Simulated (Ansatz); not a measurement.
The start is a generated cell, Cu placed in the AFLOW prototype A_oC8_64_f (A17, as in P). The cell and all atomic positions are relaxed at zero pressure with r2SCAN (plane waves to 500 eV, PAW, scalar-relativistic; Ansatz, an electronic-structure program). The first steps use a coarse 12×12×9 k-mesh.

The start:
```
CELL_PARAMETERS angstrom
      1.41219    -4.46550     0.00000
      1.41219     4.46550     0.00000
      0.00000     0.00000     3.73017
ATOMIC_POSITIONS crystal
  Cu 0.39832 0.60168 0.58056
  Cu 0.60168 0.39832 0.41944
  Cu 0.89832 0.10168 0.91944
  Cu 0.10168 0.89832 0.08056
```

| Quantity | Value |
|---|---|
| Outcome | The space group goes from Cmce (No. 64) to Fmmm (No. 69), with 2 atoms in the primitive cell |
| Energy released | about 2.0 eV/atom |
| Volume change | +2.4 %, from 11.76 to 12.05 Å³/atom |
| Shortest distances (start → end) | The closest pairs of elements (up to four, under 3.6 Å), start → end: Cu–Cu 1.90 → 2.39 Å |
| Band gap at the end | no gap (metallic) |
| Optimiser moves | 10 |

It ends as:

```cif
data_Cu8
_chemical_formula_sum 'Cu8'
_space_group_name_H-M_alt 'Fmmm'
_space_group_IT_number 69
_space_group_name_Hall '-F 2 2'
_cell_length_a 2.53373
_cell_length_b 4.21753
_cell_length_c 9.01898
_cell_angle_alpha 90.000
_cell_angle_beta 90.000
_cell_angle_gamma 90.000
loop_
_space_group_symop_operation_xyz
  'x, y, z'
  '-x, -y, -z'
  '-x, -y, z'
  'x, y, -z'
  'x, -y, -z'
  '-x, y, z'
  '-x, y, -z'
  'x, -y, z'
  'x, y+1/2, z+1/2'
  '-x, -y+1/2, -z+1/2'
  '-x, -y+1/2, z+1/2'
  'x, y+1/2, -z+1/2'
  'x, -y+1/2, -z+1/2'
  '-x, y+1/2, z+1/2'
  '-x, y+1/2, -z+1/2'
  'x, -y+1/2, z+1/2'
  'x+1/2, y, z+1/2'
  '-x+1/2, -y, -z+1/2'
  '-x+1/2, -y, z+1/2'
  'x+1/2, y, -z+1/2'
  'x+1/2, -y, -z+1/2'
  '-x+1/2, y, z+1/2'
  '-x+1/2, y, -z+1/2'
  'x+1/2, -y, z+1/2'
  'x+1/2, y+1/2, z'
  '-x+1/2, -y+1/2, -z'
  '-x+1/2, -y+1/2, z'
  'x+1/2, y+1/2, -z'
  'x+1/2, -y+1/2, -z'
  '-x+1/2, y+1/2, z'
  '-x+1/2, y+1/2, -z'
  'x+1/2, -y+1/2, z'
loop_
_atom_site_label
_atom_site_type_symbol
_atom_site_symmetry_multiplicity
_atom_site_Wyckoff_symbol
_atom_site_fract_x
_atom_site_fract_y
_atom_site_fract_z
_atom_site_occupancy
Cu1 Cu 8 i 0.00000 0.00000 0.13240 1
```
(The calculation used a cell of 2 atoms; values per cell refer to that cell.)

Final values are on a 22×22×22 k-mesh of the relaxed cell. The start holds a very short contact (Cu–Cu 1.90 Å). No spin polarisation in the result.

The run could not lose the symmetry of its start, so the end can be a saddle point.

The relaxed structure here is a generated cell of Cu: the first start was made by placing the elements on the sites of a structure type, and the end was not matched to a known phase here, so it may be hypothetical. Known forms of Cu include space group No. 225.
